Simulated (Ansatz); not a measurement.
IrC:
Space group Fm-3m (No. 225); a = b = c = 4.380 Å, α = β = γ = 90.00°

```
atom  site  symmetry       x       y       z
----  ----  --------  ------  ------  ------
Ir      4a      m-3m  0.0000  0.0000  0.0000
C       4b      m-3m  0.5000  0.5000  0.5000
```
(The calculation used a cell of 2 atoms; values per cell refer to that cell.)

Relaxed with r²SCAN.

Task: Which orbitals make up the states near the Fermi level in r²SCAN in the plane-wave PAW code Ansatz?

Result: Within 0.5 eV of the Fermi level: Ir 5d 60 %, C 2p 31 %. Projections are on Löwdin-orthogonalised atomic valence shells; empty p or d shells of many metals are not among them.

Task: Tabulate the density of states.

Result: States/eV per cell of 2 atoms, in 0.25 eV bins, energy from the Fermi level.

| E (eV) | total | Ir 5d | C 2p | C 2s |
|---|---|---|---|---|
| -7.85 | 0.85 | 0.34 | 0.40 | 0.03 |
| -7.60 | 0.93 | 0.37 | 0.45 | 0.02 |
| -7.35 | 0.85 | 0.34 | 0.42 | 0.02 |
| -7.10 | 0.63 | 0.26 | 0.31 | 0.02 |
| -6.85 | 1.18 | 0.63 | 0.50 | 0.02 |
| -6.60 | 2.11 | 1.17 | 0.87 | 0.04 |
| -6.35 | 4.26 | 2.30 | 1.82 | 0.06 |
| -6.10 | 3.52 | 2.06 | 1.38 | 0.02 |
| -5.85 | 1.87 | 1.15 | 0.69 | 0.01 |
| -5.60 | 1.20 | 0.78 | 0.40 | 0.01 |
| -5.35 | 0.91 | 0.59 | 0.30 | 0.01 |
| -5.10 | 0.73 | 0.47 | 0.24 | 0.01 |
| -4.85 | 0.59 | 0.39 | 0.20 | 0.00 |
| -4.60 | 0.49 | 0.32 | 0.16 | 0.00 |
| -4.35 | 0.42 | 0.28 | 0.13 | 0.00 |
| -4.10 | 0.37 | 0.26 | 0.10 | 0.00 |
| -3.85 | 0.36 | 0.27 | 0.09 | 0.00 |
| -3.60 | 0.50 | 0.39 | 0.10 | 0.00 |
| -3.35 | 0.56 | 0.44 | 0.11 | 0.00 |
| -3.10 | 0.69 | 0.55 | 0.13 | 0.01 |
| -2.85 | 0.90 | 0.71 | 0.16 | 0.01 |
| -2.60 | 1.16 | 0.85 | 0.27 | 0.02 |
| -2.35 | 1.29 | 0.97 | 0.27 | 0.02 |
| -2.10 | 1.35 | 1.11 | 0.20 | 0.02 |
| -1.85 | 1.54 | 1.32 | 0.17 | 0.02 |
| -1.60 | 1.78 | 1.59 | 0.14 | 0.02 |
| -1.35 | 2.48 | 2.28 | 0.14 | 0.03 |
| -1.10 | 2.19 | 1.98 | 0.14 | 0.03 |
| -0.85 | 1.17 | 1.04 | 0.10 | 0.01 |
| -0.60 | 0.53 | 0.38 | 0.12 | 0.02 |
| -0.35 | 0.95 | 0.60 | 0.29 | 0.03 |
| -0.10 | 3.23 | 2.10 | 0.83 | 0.06 |
| 0.15 | 2.08 | 1.20 | 0.69 | 0.06 |
| 0.40 | 1.25 | 0.62 | 0.54 | 0.04 |
| 0.65 | 1.01 | 0.45 | 0.49 | 0.03 |
| 0.90 | 0.60 | 0.26 | 0.30 | 0.02 |
| 1.15 | 0.55 | 0.24 | 0.25 | 0.03 |
| 1.40 | 0.65 | 0.29 | 0.26 | 0.04 |
| 1.65 | 0.67 | 0.30 | 0.26 | 0.05 |
| 1.90 | 0.66 | 0.29 | 0.25 | 0.05 |
| 2.15 | 0.64 | 0.28 | 0.24 | 0.06 |
| 2.40 | 0.68 | 0.31 | 0.22 | 0.08 |
| 2.65 | 0.82 | 0.37 | 0.23 | 0.12 |
| 2.90 | 0.76 | 0.34 | 0.24 | 0.10 |
| 3.15 | 0.68 | 0.29 | 0.24 | 0.08 |
| 3.40 | 0.65 | 0.28 | 0.24 | 0.08 |
| 3.65 | 0.64 | 0.27 | 0.24 | 0.07 |
| 3.90 | 0.65 | 0.27 | 0.25 | 0.08 |
| 4.15 | 0.70 | 0.29 | 0.27 | 0.09 |
| 4.40 | 0.73 | 0.30 | 0.28 | 0.10 |
| 4.65 | 0.70 | 0.28 | 0.29 | 0.08 |

The start of the workflow was typed in or built on a structure type; neither database checked (COD, Materials Project) lists it. Its standing as an ambient phase is unchecked. The cell was relaxed with r²SCAN under the symmetry of its start. At this level the phase is mechanically unstable. The run is not spin-polarised. Its formation energy is positive at this level, so the cell may be metastable or incomplete. Spin–orbit coupling is left out wherever it is not named.

Potentials: the earlier of the program's two PAW sets. The files were generated under PBE; for other functionals the program regenerates the frozen cores, and for LDA and PBEsol the local potential too.
